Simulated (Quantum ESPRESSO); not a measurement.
Field gradients of MgO from the PAW reconstruction of the field gradient on a scalar-relativistic PBE ground state (a modified build of Quantum ESPRESSO, JTH datasets), 22.5 Ha, k-mesh 9×9×9 through Γ:

```xyz
2
Lattice="0.0000 2.0760 2.1389 2.0760 0.0000 2.1389 2.0760 2.0760 0.0000" Properties=species:S:1:pos:R:3 pbc="T T T"
Mg     0.0000     0.0000     0.0000
O      2.0760     2.0760     2.1389
```
The cell was made here from a computed Materials Project entry: strained by +2 % along the cube axis and by -1 % across it, atoms relaxed (PBE without dispersion, pw.x of Quantum ESPRESSO, symmetry kept). The parent is MgO in Fm-3m. Stability against distortions was not tested.

Vzz is the sum of three terms, each taken along its main axis: the smooth valence density, the ions (nucleus and frozen core) with the augmentation charges of all other spheres, and the all-electron minus smooth density in the atom's own sphere. The split hangs on the datasets.  Cores are frozen. Against all-electron runs on small test molecules, this scheme's |Vzz| missed by −2 to +6 % on O. Mg had no test against all-electron runs.

```
site         smooth valence density  ions and other spheres  own sphere  Vzz (a.u.)
-----------  ----------------------  ----------------------  ----------  ----------
Mg (atom 1)                   0.037                  -0.032  (withheld)  (withheld)
O (atom 2)                    0.032                  -0.023  (withheld)  (withheld)
```

Q: Some entries are withheld; supply them.

A: 
- Mg (atom 1), own sphere: 0.079
- Mg (atom 1), Vzz (a.u.): 0.083
- O (atom 2), own sphere: 0.038
- O (atom 2), Vzz (a.u.): 0.047
